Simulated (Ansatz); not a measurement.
The elements of this relaxed trial crystal are hidden behind letters.

```
lattice vectors (Å)
  -3.2035    3.2035    3.2035
   3.2035   -3.2035    3.2035
   3.2035    3.2035   -3.2035
fractional positions
X 0.0000 0.0000 0.0000
Z 0.0000 0.0000 0.5000
Z 0.5000 0.0000 0.0000
Z 0.0000 0.5000 0.0000
Z 0.5000 0.5000 0.5000
```

Level of theory: DFT PBE, scalar-relativistic, plane waves, PAW in Ansatz 0.2.0. Cutoff 420 eV, Γ-centred 8×8×8 mesh (5-atom cell), Gaussian smearing of 0.10 eV, no spin polarisation.

```
Space group                              : Im-3m (No. 229)
Conventional cell                        : a = 6.407 Å
Volume per atom                          : 26.30 Å³
Density                                  : 6.80 g/cm³
Formation energy                         : +0.14 eV/atom
Gap on the 8×8×8 mesh of the 5-atom cell : 0 eV (a metal)
```

Energies are uncorrected and count from the elements' standard states at the same level.

Task: X is a d-block element of period 4 and Z is a p-block element of period 5. Which elements are they?

Result: X = Cu, Z = Sn, so the formula is CuSn4. Density times volume gives a mean mass of 6.80 × 26.30/1.6605 = 107.7 u per atom, and this set has 107.7 u. Cu has 8 Sn at 2.77 Å; Sn has 2 Cu at 2.77 Å and 6 Sn at 3.20 Å. Other sets within the hints have nearly the same mass, so mass alone doesn't settle it; this one was computed.

Symmetry constrained the relaxation, so the result can be a saddle point.
